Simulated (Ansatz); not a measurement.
Mo (bcc (W type)), relaxed and computed with several functionals in Ansatz (plane waves, PAW). Much of their spread follows the volume that each gives.

```csv
functional,V (Å³/atom),B₀ by P(V) fit (GPa)
PBEsol,15.32,281
LDA,15.06,294
r²SCAN,15.63,?
PBE+D3(BJ),15.34,277
PBE,15.78,260
r²SCAN+D4,15.53,276
```

Problem. Fit a straight line to ln B₀ against ln V and predict the withheld value.

Solution. Least squares on the 5 shown rows: ln B₀ = -2.47 × ln V + (12.380), with a scatter of 1 %. For r²SCAN this gives 268. The run itself gave 271, within the scatter.

All cells were relaxed under the symmetry of their starts (and spin orders); stability against distortions was not tested throughout. Rows with no word on spin ran without spin polarisation. Spin–orbit coupling is left out wherever it is not named.

Potentials: the later of the program's two PAW sets.

Ansatz (a first-principles code) is a plane-wave DFT program.
